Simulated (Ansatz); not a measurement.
# AsC₃N₃, a database entry at a rescaled volume

```yaml
crystal:
  lattice:
    - [4.64644, 3.48862, 0.00000]
    - [4.64644, -3.48862, 0.00000]
    - [1.75196, 0.00000, -8.84807]
  atoms:
    - { symbol: As, position: [0.29040, 0.29040, 0.73840] }
    - { symbol: As, position: [0.70960, 0.70960, 0.26160] }
    - { symbol: C, position: [0.43900, 0.01900, 0.63800] }
    - { symbol: C, position: [0.98100, 0.56100, 0.36200] }
    - { symbol: N, position: [0.37900, 0.98700, 0.05100] }
    - { symbol: N, position: [0.01300, 0.62100, 0.94900] }
    - { symbol: C, position: [0.99000, 0.23600, 0.74500] }
    - { symbol: C, position: [0.76400, 0.01000, 0.25500] }
    - { symbol: N, position: [0.79500, 0.22100, 0.75500] }
    - { symbol: N, position: [0.77900, 0.20500, 0.24500] }
    - { symbol: N, position: [0.51500, 0.86100, 0.55700] }
    - { symbol: N, position: [0.13900, 0.48500, 0.44300] }
    - { symbol: C, position: [0.34800, 0.07800, 0.93000] }
    - { symbol: C, position: [0.92200, 0.65200, 0.07000] }
```

Single point in Ansatz 0.2.0 with PBE, no spin polarisation. Cutoff 420 eV, PAW datasets, 5×5×3 Γ-centred k mesh, fermi-dirac filling (width 0.1 eV).

(1) Is the cell too large or too small?

(2) Where is the largest force?

(3) What is the formation energy?

(4) Which orbitals make up the band edges?

(5) Is there a gap, and of what kind?

Origin: a database entry at a rescaled volume. Caveats: forces this large suggest misplaced atoms in the database entry; atoms or cell far from equilibrium.

## Answers

(1) The pressure is 1.9 GPa (compression positive), so with the atoms held at these fractions the cell would first expand; the forces are large, so a full relaxation may end otherwise. The principal stresses 0.0, 1.0, 4.5 GPa differ, so its shape would change too.

(2) The largest is on C3 (and as large on other atoms): 6.00 eV/Å, components (-2.73, 3.93, 3.61). It makes 2° with the line to a nearest neighbour, N11 at 1.21 Å, pointing towards it.

(3) 0.72 eV an atom against the elements' usual phases (free molecules for gases, crystals otherwise, with no correction for O₂ or N₂), so at this geometry it isn't bound against them. Relaxing would lower it.

(4) Within 0.7 eV of the edges, the states project mainly on N p (36 %), As p (26 %) and As s (16 %) below the gap and on N p (35 %), C p (32 %) and As p (15 %) above it.

(5) The gap is 4.46 eV, indirect (the least direct gap found is 4.50 eV).
